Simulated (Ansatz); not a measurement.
Y (hcp, Mg type)

```
Y
1.0
    3.65568     0.00000     0.00000
   -1.82784     3.16591     0.00000
    0.00000     0.00000     5.67880
Y
2
Cartesian
  0.00000   2.11061   4.25910
  1.82784   1.05530   1.41970
```

Equation-of-state scan: isotropic scaling of the cell above, V₀ being its volume. Symmetry pins the atoms to their sites.

Level of theory: PBE (plane waves to 420 eV, PAW, scalar-relativistic; Ansatz, a program for electronic structure). k mesh 15×15×8 (Γ-centred), Fermi-Dirac smearing 0.05 eV. E stands for the smeared free energy. The PAW data are Ansatz's earlier set. Y is run without spin polarisation. Y was relaxed with its symmetry unable to fall. ΔE is measured from the relaxed starting cell.

Question: What ΔE (meV/atom) does the calculation give at V/V₀ = 0.840, 0.880, 0.960, 1.120, 1.160?

Answer: 
| V/V₀ | ΔE (meV/atom) |
|---|---|
| 0.840 | 134 |
| 0.880 | 71 |
| 0.960 | 7 |
| 1.120 | 51 |
| 1.160 | 87 |

(Under strain, the slope of the energy per volume gives the stress and its curvature an elastic modulus.)
